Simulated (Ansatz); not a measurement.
**Eigenvalues along a path: CaI2**

```xyz
3
Lattice="4.2433 0.0000 0.0000 -2.1216 3.6748 0.0000 0.0000 0.0000 6.5707" Properties=species:S:1:pos:R:3 pbc="T T T"
Ca    0.0000    0.0000    0.0000
I     0.0000    2.4498    1.7734
I     2.1216    1.2249    4.7973
```

The base volume is that of a database entry, with shape and atoms relaxed on PAW files at held volume, so it needn't be at zero pressure; the structure needn't be the stable phase, at rest or compressed.

Level of theory: DFT with LDA, scalar-relativistic, in Ansatz 0.2.0; a Γ-centred 7×7×4 k mesh, Fermi–Dirac smearing of 0.03 eV, no spin polarisation. LAPW: all electrons, basis error target 1 meV/atom.

This run: volume at 0.8 of the series' base cell.

Spin–orbit coupling is left out, which matters for the heavy atoms.

Path points, in fractions of the reciprocal vectors: Γ (0.000, 0.000, 0.000), M (0.500, 0.000, 0.000), K (0.333, 0.333, 0.000), A (0.000, 0.000, 0.500), L (0.500, 0.000, 0.500), H (0.333, 0.333, 0.500). Levels in eV from the valence-band top; bands 20 to 34, counted from the lowest band of the run. The gap is 2.83 eV, the pressure 1.68 GPa.

```
# k(1/Å) point b20 b21 b22 b23 b24 b25 b26 b27 b28 b29 b30 b31 b32 b33 b34
0.000 Γ -20.67 -20.62 -20.62 -12.30 -11.47 -3.59 -1.27 -1.27 -0.27 -0.27 0.00 4.04 4.12 4.12 4.25
0.142 - -20.67 -20.63 -20.62 -12.26 -11.47 -3.53 -1.40 -1.29 -0.57 -0.34 -0.08 3.96 4.12 4.20 4.54
0.285 - -20.66 -20.64 -20.62 -12.16 -11.46 -3.34 -1.72 -1.33 -1.21 -0.51 -0.29 3.68 4.23 4.42 5.09
0.427 - -20.66 -20.65 -20.63 -12.02 -11.46 -3.06 -2.22 -1.77 -1.37 -0.72 -0.60 3.36 4.45 4.68 5.50
0.570 - -20.68 -20.65 -20.63 -11.85 -11.47 -2.80 -2.69 -2.10 -1.42 -0.95 -0.91 3.08 4.77 4.97 5.74
0.712 - -20.70 -20.64 -20.63 -11.70 -11.50 -3.19 -2.42 -2.20 -1.45 -1.31 -1.05 2.89 5.13 5.24 5.56
0.855 M -20.71 -20.64 -20.64 -11.61 -11.54 -3.33 -2.42 -2.03 -1.53 -1.46 -1.10 2.83 5.26 5.36 5.63
0.937 - -20.70 -20.64 -20.64 -11.61 -11.54 -3.32 -2.42 -2.02 -1.58 -1.48 -1.12 2.92 5.22 5.25 5.71
1.019 - -20.70 -20.64 -20.64 -11.60 -11.53 -3.27 -2.43 -1.99 -1.75 -1.49 -1.19 3.17 5.10 5.11 5.71
1.102 - -20.70 -20.65 -20.64 -11.59 -11.52 -3.19 -2.44 -2.00 -1.94 -1.50 -1.29 3.51 4.95 4.99 5.63
1.184 - -20.69 -20.66 -20.64 -11.57 -11.52 -3.09 -2.45 -2.24 -1.86 -1.52 -1.39 3.86 4.78 4.92 5.55
1.266 - -20.68 -20.67 -20.64 -11.55 -11.52 -3.00 -2.47 -2.43 -1.76 -1.57 -1.47 4.15 4.67 4.84 5.52
1.348 K -20.68 -20.68 -20.64 -11.53 -11.53 -2.96 -2.49 -2.49 -1.66 -1.66 -1.50 4.25 4.72 4.72 5.57
1.513 - -20.69 -20.66 -20.64 -11.61 -11.49 -2.97 -2.49 -2.32 -1.88 -1.53 -1.30 4.11 4.43 5.02 5.48
1.678 - -20.68 -20.65 -20.64 -11.75 -11.47 -2.75 -2.49 -2.39 -1.78 -1.34 -0.96 3.92 4.15 5.18 5.43
1.842 - -20.67 -20.65 -20.63 -11.94 -11.46 -2.90 -2.22 -2.14 -1.51 -1.03 -0.62 3.84 3.97 4.96 5.20
2.007 - -20.66 -20.65 -20.63 -12.12 -11.46 -3.27 -1.78 -1.51 -1.30 -0.66 -0.32 3.92 3.92 4.55 5.04
2.171 - -20.67 -20.63 -20.62 -12.25 -11.47 -3.51 -1.43 -1.30 -0.65 -0.37 -0.10 4.00 4.03 4.24 4.64
2.336 Γ -20.67 -20.62 -20.62 -12.30 -11.47 -3.59 -1.27 -1.27 -0.27 -0.27 0.00 4.04 4.12 4.12 4.25
2.415 - -20.67 -20.62 -20.62 -12.29 -11.49 -3.55 -1.26 -1.26 -0.29 -0.29 -0.11 4.02 4.11 4.11 4.36
2.495 - -20.67 -20.62 -20.62 -12.25 -11.54 -3.41 -1.23 -1.23 -0.39 -0.33 -0.33 3.99 4.10 4.10 4.62
2.575 - -20.67 -20.62 -20.62 -12.19 -11.61 -3.19 -1.19 -1.19 -0.79 -0.40 -0.40 3.95 4.07 4.07 4.89
2.654 - -20.67 -20.62 -20.62 -12.12 -11.71 -2.90 -1.23 -1.14 -1.14 -0.48 -0.48 3.91 4.05 4.05 5.09
2.734 - -20.67 -20.62 -20.62 -12.02 -11.81 -2.55 -1.69 -1.09 -1.09 -0.54 -0.54 3.89 4.03 4.03 5.23
2.814 A -20.67 -20.62 -20.62 -11.94 -11.90 -2.21 -2.06 -1.07 -1.07 -0.57 -0.57 3.88 4.03 4.03 5.28
2.956 - -20.67 -20.63 -20.62 -11.92 -11.87 -2.23 -2.17 -1.09 -1.06 -0.71 -0.62 3.90 4.11 4.13 5.12
3.099 - -20.66 -20.64 -20.62 -11.88 -11.80 -2.42 -2.35 -1.17 -1.09 -0.95 -0.72 3.68 4.40 4.46 5.01
3.241 - -20.66 -20.65 -20.63 -11.81 -11.69 -2.71 -2.65 -1.30 -1.16 -1.06 -0.82 3.43 4.62 4.74 5.24
3.384 - -20.68 -20.65 -20.63 -11.75 -11.58 -3.03 -2.96 -1.44 -1.27 -1.01 -0.89 3.22 4.71 5.05 5.49
3.526 - -20.70 -20.64 -20.63 -11.70 -11.50 -3.31 -3.12 -1.54 -1.38 -0.93 -0.91 3.10 4.81 5.26 5.33
3.669 L -20.71 -20.64 -20.64 -11.68 -11.47 -3.42 -3.18 -1.58 -1.42 -0.95 -0.87 3.06 4.87 5.25 5.32
3.751 - -20.70 -20.64 -20.64 -11.67 -11.47 -3.39 -3.17 -1.63 -1.45 -0.99 -0.87 3.12 4.89 5.28 5.38
3.833 - -20.70 -20.64 -20.64 -11.65 -11.47 -3.33 -3.13 -1.75 -1.55 -1.06 -0.89 3.28 4.91 5.27 5.46
3.915 - -20.70 -20.65 -20.64 -11.63 -11.48 -3.23 -3.07 -1.92 -1.76 -1.09 -0.91 3.52 4.83 5.14 5.51
3.998 - -20.69 -20.66 -20.64 -11.59 -11.49 -3.10 -3.00 -2.10 -2.02 -1.08 -0.95 3.79 4.69 4.96 5.67
4.080 - -20.68 -20.67 -20.64 -11.56 -11.51 -2.96 -2.93 -2.26 -2.24 -1.05 -0.98 4.09 4.52 4.76 5.88
4.162 H -20.68 -20.68 -20.64 -11.53 -11.53 -2.89 -2.89 -2.36 -2.30 -1.02 -1.02 4.36 4.36 4.63 6.11
4.327 - -20.69 -20.66 -20.64 -11.59 -11.50 -3.03 -2.96 -2.11 -2.07 -1.05 -0.99 4.07 4.22 5.16 5.64
4.491 - -20.68 -20.65 -20.64 -11.68 -11.55 -3.02 -2.95 -1.74 -1.64 -1.05 -1.02 3.86 4.10 5.17 5.60
4.656 - -20.67 -20.65 -20.63 -11.77 -11.65 -2.79 -2.77 -1.36 -1.29 -1.14 -0.95 3.79 4.08 5.01 5.27
4.820 - -20.66 -20.65 -20.63 -11.86 -11.77 -2.50 -2.42 -1.20 -1.11 -1.00 -0.81 3.86 4.05 4.78 5.01
4.985 - -20.67 -20.63 -20.62 -11.91 -11.87 -2.24 -2.20 -1.10 -1.06 -0.75 -0.64 3.96 3.98 4.25 5.10
5.149 A -20.67 -20.62 -20.62 -11.94 -11.90 -2.21 -2.06 -1.07 -1.07 -0.57 -0.57 3.88 4.03 4.03 5.28
```
